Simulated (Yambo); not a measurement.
Consider the following.

```
CELL_PARAMETERS angstrom
      0.00000     3.04171     3.04171
      3.04171     0.00000     3.04171
      3.04171     3.04171     0.00000
ATOMIC_POSITIONS crystal
  Ga 0.00000 0.00000 0.00000
  Sb 0.25000 0.25000 0.25000
```

Workflow: PBE (stringent potentials; Quantum ESPRESSO, PseudoDojo norm-conserving, 114 Ry, scalar-relativistic), then G0W0 in Yambo (4×4×4 Γ-centred k mesh, bands 9 to 259 and a 15 Ry block in the screening, 259 bands in G with the Bruneval-Gonze terminator, plasmon pole fitted at 27.2 eV).

### Question
Give the PBE and G0W0 gaps between the band edges found on this mesh, and say where the edges lie.

### Answer
Edges: Γ → Γ. PBE: 0.16 eV; G0W0: 0.87 eV. Convergence of the G0W0 settings was not tested. Without spin-orbit coupling, band edges of such heavy elements can be off by tenths of an eV. So small a PBE gap in heavy elements may be inverted, where one-shot corrections to single bands mislead.

Geometry strained from the cell relaxed with PBEsol, atoms relaxed again.
